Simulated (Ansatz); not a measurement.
AgCl (rock salt, Fm-3m), DFT-PBE in the program Ansatz with PAW potentials. The conduction-band minimum lies at Γ, with 1 equivalent valley. Second derivatives d²E/dk² of the lowest band at one valley (eV·Å²), along Cartesian directions:

```
direction  d²E/dk²
---------  -------
[100]        28.35
[010]        28.35
[001]        28.35
[110]        28.34
[101]        28.34
[011]        28.34
```

Task: Find the principal effective masses, the density-of-states mass and the conductivity mass.

Result: Off-diagonal terms follow from H_xy = H[110] − (H_xx + H_yy)/2, and m*/mₑ = 7.620 eV·Å² over each eigenvalue: 0.27, 0.27, 0.27. One valley's DOS mass (m₁m₂m₃)^(1/3) = 0.27, conductivity mass 3/(Σ 1/mᵢ) = 0.27 mₑ.

Task: What effective density of states Nc follows at 300 K for parabolic valleys?

Result: Nc = 2.509e19 × 1 × (0.27)^(3/2) ≈ 3.5e18 cm⁻³.

Symmetry was held in the PBE relaxation. The run is not spin-polarised. Scalar-relativistic: spin–orbit coupling is off unless named, which matters more the heavier the elements.

Potentials: the later of the program's two PAW sets.

Edges and masses are those of Kohn–Sham bands, whose gap is no quasiparticle gap.
